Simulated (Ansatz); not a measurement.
**Wurtzite alloy of GaN and AlN (15 of 48 Ga sites exchanged), 96 atoms**

Ansatz, PAW, plane waves. PBEsol relaxation of cell lengths and atoms (angles held) at the single k point (¼, ¼, ¼) without its symmetry partners; single points on the relaxed atoms at the Γ point alone, onto which points of the small cell's zone fold. Arrangement: quasirandom. No spin–orbit coupling unless named.

Relaxed structure:

```
Al Ga N
1.0
     9.47713    0.00000    0.00000
     0.00000   10.94415    0.00000
     0.00000    0.00000   10.26120
Al Ga N
15 33 48
Cartesian
  1.5833 0.9228 2.5463
  9.4759 3.6572 2.5433
  1.5772 6.3809 7.6995
  6.3374 3.6586 7.6966
  7.8958 6.3708 7.6753
  3.1588 1.8212 5.1110
  3.1615 1.8157 10.2594
  1.5788 4.5554 10.2507
  6.3191 1.8291 10.2379
  1.5815 10.0473 10.2611
  7.9000 4.5665 5.1297
  7.8989 4.5576 10.2389
  6.3282 7.2907 5.1308
  4.7445 10.0501 10.2497
  7.8994 10.0401 10.2521
  1.5844 0.9216 7.7019
  9.4664 3.6735 7.7003
  4.7361 0.9195 2.5418
  4.7383 0.9290 7.7104
  3.1435 3.6349 2.5498
  3.1573 3.6450 7.7016
  1.5762 6.3707 2.5528
  0.0060 9.1312 2.5435
  0.0034 9.1095 7.7128
  7.9023 0.9208 2.5421
  7.9010 0.9238 7.7115
  6.3386 3.6491 2.5514
  4.7398 6.3839 2.5739
  4.7507 6.3812 7.6813
  3.1544 9.1382 2.5424
  3.1572 9.1220 7.7132
  7.9045 6.3653 2.5717
  6.3232 9.1224 2.5540
  6.3256 9.1108 7.7049
  0.0081 1.8426 5.1029
  0.0079 1.8334 0.0132
  1.5744 4.5512 5.1258
  9.4713 7.2877 5.1460
  9.4751 7.2857 10.2366
  6.3176 1.8359 5.1360
  4.7485 4.5521 5.1348
  4.7472 4.5395 10.2453
  3.1625 7.3009 5.1373
  3.1554 7.3017 10.2490
  1.5824 10.0531 5.1177
  6.3326 7.2988 10.2498
  4.7467 10.0383 5.1262
  7.8961 10.0278 5.1285
  0.0379 1.8526 1.9711
  0.0045 1.8422 7.0607
  3.1266 1.8029 1.8960
  3.1594 1.8249 7.0133
  1.5469 4.5405 1.8959
  1.5817 4.5985 7.0759
  9.4757 7.2958 1.9240
  0.0012 7.2536 7.1084
  6.3193 1.8312 1.8782
  6.3225 1.8685 7.0894
  4.7386 4.5542 1.9348
  4.7749 4.5318 7.0901
  3.1568 7.2974 1.9326
  3.1276 7.2796 7.0909
  1.5767 10.0849 1.9021
  1.5770 10.0354 7.0639
  7.9352 4.5427 1.8822
  7.8646 4.5798 7.0398
  6.3280 7.2862 1.9316
  6.3584 7.2820 7.0358
  4.7464 10.0340 1.8874
  4.7443 10.0369 7.0755
  7.9000 10.0373 1.8875
  7.9044 10.0377 7.0733
  1.6144 0.9422 4.4537
  1.6117 0.9010 9.6545
  9.4375 3.6847 4.4563
  0.0007 3.6852 9.6538
  4.7151 0.9360 4.4998
  4.7383 0.9245 9.6731
  3.1618 3.6127 4.5073
  3.1237 3.6158 9.6606
  1.5814 6.3815 4.4967
  1.5859 6.3422 9.6002
  0.0038 9.1159 4.4944
  0.0052 9.1605 9.6679
  7.8933 0.9106 4.4917
  7.8755 0.9006 9.6674
  6.3604 3.6700 4.5017
  6.3624 3.6252 9.6063
  4.7716 6.3997 4.5284
  4.7430 6.3822 9.6241
  3.1611 9.1267 4.4901
  3.1598 9.1687 9.6682
  7.8667 6.3627 4.5306
  7.8940 6.3421 9.5810
  6.3192 9.0785 4.5081
  6.3211 9.1616 9.6586
```

(1) What are the mean bond lengths by pair (pairs within 1.2 times the sum of covalent radii, less contacts 15 % beyond the pair's median; cation–cation pairs of compounds aside; long ionic contacts are cut short by that bound)?

(2) What gap lies between the top filled and the lowest empty level in the single points?

Results:

(1) Al–N 1.899 ± 0.006 Å (standard deviation, 60 bonds); Ga–N 1.946 ± 0.007 Å (standard deviation, 132 bonds).

(2) HSE06 3.91 eV (2 min on NVIDIA H100).
